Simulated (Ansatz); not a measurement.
Relaxed CuAu (CuAu type, space group P4/mmm):

```yaml
crystal:
  lattice:
    - [2.88152, 0.00000, 0.00000]
    - [0.00000, 2.88152, 0.00000]
    - [0.00000, 0.00000, 7.22951]
  atoms:
    - { symbol: Cu, position: [0.50000, 0.50000, 0.25000] }
    - { symbol: Cu, position: [0.50000, 0.50000, 0.75000] }
    - { symbol: Au, position: [0.00000, 0.00000, 0.00000] }
    - { symbol: Au, position: [0.00000, 0.00000, 0.50000] }
```

The atoms are displaced by Q × the pattern below (from a DFPT mode at Z = (0.0, 0.0, 0.5), largest move 1; Q in Å), at fixed cell. It is one choice among 2 degenerate patterns. (q is in reciprocal vectors of the primitive cell; the cell shown is doubled to hold the pattern.)

| atom | x | y | z |
|---|---|---|---|
| Au3 | 0.000 | 1.000 | 0.000 |
| Au4 | 0.000 | -1.000 | 0.000 |

Atoms not listed stay in place.

Calculation: PBE (plane waves to 420 eV, PAW, scalar-relativistic; Ansatz, a quantum-chemistry and plane-wave program). k mesh 16×16×7 (Γ-centred), Fermi-Dirac smearing 0.05 eV. E stands for the smeared free energy. With partly filled bands, energies and forces of such displacements shift with the k mesh and the smearing. CuAu is run without spin polarisation. CuAu was relaxed with its symmetry unable to fall. Spin-orbit coupling is left out, though Au is heavy. The zero of ΔE is the undisplaced structure. The last digit holds for this mesh only.

| Q (Å) | ΔE (meV/cell) |
|---|---|
| -0.180 | withheld |
| -0.150 | 71.7 |
| -0.120 | 45.9 |
| -0.090 | 25.8 |
| -0.060 | 11.5 |
| -0.030 | 2.9 |
| 0.000 | 0.0 |
| 0.030 | 2.9 |
| 0.060 | 11.5 |
| 0.090 | 25.8 |
| 0.120 | 45.9 |
| 0.150 | 71.7 |
| 0.180 | withheld |

### Question
Fit an even polynomial form (powers 2, 4) to the given rows and predict ΔE at Q = -0.180.

### Answer
Least squares on the 11 given rows: ΔE = (3188)·Q² + (-82.01)·Q⁴, in meV/cell with Q in Å; root-mean-square residual 0.02 meV/cell. At -0.180 the fit gives 103.2 meV/cell; the calculation gives 103.2 meV/cell, the same to the digits shown. The quadratic term alone would give 103.3 meV/cell.

(A displaced cell: forces are minus the slopes of the energy, force constants its curvatures, and phonons follow from these.)
